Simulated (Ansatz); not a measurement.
Field gradients of CdPtC6N6 from run to run

Cell of run 1: a COD entry, taken as it stands.

Space group Fm-3m (No. 225); a = 10.9290 Å.

| site | Wyckoff | site symmetry | x | y | z |
| --- | --- | --- | --- | --- | --- |
| Cd | 4b | m-3m | 0.5000 | 0.5000 | 0.5000 |
| Pt | 4a | m-3m | 0.0000 | 0.0000 | 0.0000 |
| C | 24e | 4m.m | 0.5000 | 0.5000 | 0.1855 |
| N | 24e | 4m.m | 0.5000 | 0.5000 | 0.2854 |

One atom of each set is listed; the run and its k-mesh use a cell of 14 atoms with edges of 7.73, 7.73, 7.73 Å.

Relaxed positions (PBE, cell held):

Cd (0.5000, 0.5000, 0.5000)
Pt (0.0000, 0.0000, 0.0000)
C (0.5000, 0.5000, 0.1834)
N (0.5000, 0.5000, 0.2892)

All runs are DFT with Ansatz 0.2.0 (plane waves and PAW, scalar-relativistic unless spin–orbit coupling is named, Γ-centred meshes, Fermi–Dirac smearing where given) in this cell.

Run 1: PBE, atoms as given; 420 eV, 5×5×5 k-points, smearing 0.05 eV.
Run 2: PBE, atoms relaxed; 420 eV, 5×5×5 k-points, smearing 0.05 eV.
Run 3: r2SCAN, at the relaxed atoms; 500 eV, 5×5×5 k-points, smearing 0.05 eV.
Run 4: LDA, at the relaxed atoms; 420 eV, 5×5×5 k-points, smearing 0.05 eV.

| run | C V_zz (η) | N V_zz (η) |
| --- | --- | --- |
| 1 | -4.04 (0.00) | -7.16 (0.00) |
| 2 | -3.82 (0.00) | -5.89 (0.00) |
| 3 | ? | ? |
| 4 | -3.88 (0.00) | -6.00 (0.00) |

V_zz in 10²¹ V/m²; 2 of the 4 sets of like atoms are followed.

(1) Estimate the row of run 3.

## Answers

(1) C: -4.18 (0.00); N: -6.17 (0.00). It lies nearest to run 4, from whose tensors on these sites it differs by 0.30 at most (largest principal value of the difference, on C). Taken one at a time, the positions of the atoms (as given or relaxed) move the tensors on these sites by up to 1.27 (largest principal value of the change, on N), the functional (between the two that differ most) by 0.36 (C).

Without spin–orbit coupling the gradients at and beside Pt can be off by some per cent, at some sites by more. The database entry as given showed forces above 3 eV/Å or a pressure above 30 GPa, though relaxing it moves no atom far. In runs 1, 3, 4 the atoms aren't at the calculated equilibrium (largest force 9.8, 0.86, 0.38 eV/Å). The cell isn't the equilibrium one in run 1 (calculated pressure 10 GPa), and the entry's cell may itself be off.
